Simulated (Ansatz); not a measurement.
Data:

AlGaSb2:
```cif
data_AlGaSb2
_chemical_formula_sum 'Al1 Ga1 Sb2'
_space_group_name_H-M_alt 'P 1'
_space_group_IT_number 1
_cell_length_a 7.51259
_cell_length_b 7.51259
_cell_length_c 7.51259
_cell_angle_alpha 33.569
_cell_angle_beta 33.569
_cell_angle_gamma 33.569
loop_
_space_group_symop_operation_xyz
  'x, y, z'
loop_
_atom_site_label
_atom_site_type_symbol
_atom_site_fract_x
_atom_site_fract_y
_atom_site_fract_z
_atom_site_occupancy
Al1 Al 0.99985 0.99985 0.99985 1
Ga1 Ga 0.50006 0.50006 0.50006 1
Sb1 Sb 0.12540 0.12540 0.12540 1
Sb2 Sb 0.62471 0.62471 0.62471 1
```

This is the PBEsol-relaxed structure.

Problem. All from plane-wave PAW PBEsol (Ansatz code), unless another level is named. Estimate the electronic dielectric constant ε∞ (DFPT).

Solution. 15.7 (xx = yy), 15.1 (zz).

Problem. Predict the Born charges (a third of the trace).

Solution. Al +1.72, Ga +1.87, Sb -1.83 to -1.76 e.

Space group R3m. The workflow started from a Materials Project entry (that database holds measured and hypothetical structures alike); the Crystallography Open Database copy checked does not list it. With Al and Ga taken as one species the cell has the higher symmetry F-43m, so it may be an ordered model of a mixed-site phase. Its standing as an ambient phase is unchecked. Symmetry was held in the PBEsol relaxation; of distortions, only those at the zone centre were tested. Spin–orbit coupling is left out wherever it is not named.

Potentials: the later of the program's two PAW sets.
